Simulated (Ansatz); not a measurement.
A geometry of SnO away from equilibrium: the start of the relaxation of a generated trial cell of SnO in the beta-GaS structure type. Method: PBEsol (plane waves to 420 eV, PAW, scalar-relativistic; Ansatz, an electronic-structure program). Γ-centred k-mesh 7×7×2 on the run's cell (coarser than for final values), Fermi–Dirac smearing 0.05 eV.

```xyz
8
Lattice="4.0857 0.0000 0.0000 -2.0429 3.5383 0.0000 0.0000 0.0000 17.6459" Properties=species:S:1:pos:R:3:forces:R:3 pbc="T T T" free_energy=-26030.368 pressure_GPa=-9.8
Sn     0.0000     2.3589     3.0174    0.0000    0.0000   -4.6757
Sn     2.0429     1.1794    11.8404    0.0000    0.0000   -4.6757
Sn     2.0429     1.1794    14.6284    0.0000    0.0000    4.6757
Sn     0.0000     2.3589     5.8055    0.0000    0.0000    4.6757
O      0.0000     2.3589    10.6157    0.0000    0.0000    2.7465
O      2.0429     1.1794     1.7928    0.0000    0.0000    2.7465
O      2.0429     1.1794     7.0301    0.0000    0.0000   -2.7465
O      0.0000     2.3589    15.8530    0.0000    0.0000   -2.7465
```

Positions in Å, forces in eV/Å, free energy of the cell in eV (comparable only within this code, potentials and settings). Largest force: 4.68 eV/Å, on Sn1, Sn2, Sn3, Sn4 (atoms numbered as listed); the geometry lies 1.40 eV/atom above the end of its relaxation.

No spin polarisation in the result.

The run could not lose the symmetry of its start: the end is stationary, and may be a saddle point rather than a minimum.

The end of the path is a generated cell of SnO: the first start was made by placing the elements on the sites of a structure type, and the end was not matched to a known phase here, so it may be hypothetical. Known forms of SnO include space group No. 129.
